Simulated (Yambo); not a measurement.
A G0W0@PBEsol run in Yambo for GaAlN₂ (space group P3m1, No. 156) under isotropic strain of -1.5 % on all lattice vectors (6×6×4 Γ-centred k mesh, 104 bands and a 10 Ry block in the screening, 104 bands in G with the Bruneval-Gonze terminator, plasmon pole fitted at 27.2 eV) gives these matrix elements, in eV, at the band edges (Γ → Γ):

| state | E0 | <Vxc> | <Σx> | <Σc(E0)> | Z |
|---|---|---|---|---|---|
| valence edge | 0.000 | -17.986 | -21.331 | 2.791 | 0.800 |
| conduction edge | 3.175 | -13.778 | -9.409 | -3.730 | 0.822 |

### Question
Solve the linearised quasiparticle equation for both states, give the gap, and say how exchange and correlation each act on it.

### Answer
E = E0 + Z(Σx + Σc − Vxc). Valence: 0.000 + 0.800 × (-21.331 + (2.791) − (-17.986)) = -0.44 eV. Conduction: 3.175 + 0.822 × (-9.409 + (-3.730) − (-13.778)) = 3.70 eV. The gap is 4.14 eV, against 3.18 eV in PBEsol. Replacing Vxc by bare exchange alone would open it by 7.71 eV; correlation takes back 6.52 eV of that, and Z scales what is left. Convergence of the G0W0 settings was not tested. Spin-orbit splittings are left out.

The standard potential for Ga keeps a d shell in the valence without the s and p states of that shell. In tests on such compounds this moved G0W0 gaps by up to about 0.9 eV, so absolute quasiparticle energies here are unreliable; differences between settings are what counts.

Geometry strained from the cell relaxed with PBEsol, atoms relaxed again; primitive cell a = 3.099 Å, b = 3.099 Å, c = 5.022 Å, α = 90.00°, β = 90.00°, γ = 120.00°.

The structure is a Materials Project entry; no match was found in the copy of COD used, and its stability was not checked.
